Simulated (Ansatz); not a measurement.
SnTi$_{4}$S$_{8}$:
Space group P-3m1 (No. 164); a = b = 6.8218 Å, c = 6.9667 Å, α = β = 90.00°, γ = 120.00°

| atom | site | symmetry | x | y | z |
|---|---|---|---|---|---|
| S | 6i | .m. | 0.1670 | 0.3340 | 0.2075 |
| S | 2d | 3m. | 0.6667 | 0.3333 | 0.2016 |
| Ti | 1a | -3m. | 0.0000 | 0.0000 | 0.0000 |
| Ti | 3e | .2/m. | 0.0000 | 0.5000 | 0.0000 |
| Sn | 1b | -3m. | 0.0000 | 0.0000 | 0.5000 |

This is the r²SCAN+D4-relaxed structure.

Q: All from r²SCAN+D4 in the plane-wave PAW code Ansatz, unless another level is named. Give the electronic character.

A: metallic (no gap).

Q: Give the density of states at the Fermi level.

A: 0.49 states/eV per atom (mean over ±0.08 eV).

Q: And the formation energy from the elements (no fitted shifts)?

A: -1.40 eV/atom.

Q: Give the gap with spin–orbit coupling.

A: none (metallic).

A made-up cell: these elements were put on the sites of a structure type; neither database checked (COD, Materials Project) lists it. Its standing as an ambient phase is unchecked. The cell was relaxed with r²SCAN+D4 under the symmetry of its start; its stability against distortions is not shown here. The run is not spin-polarised. The references are the lowest solids computed at this level, not always the standard phases. Scalar-relativistic: spin–orbit coupling is off unless named, which matters more the heavier the elements.

Potentials: the later of the program's two PAW sets.
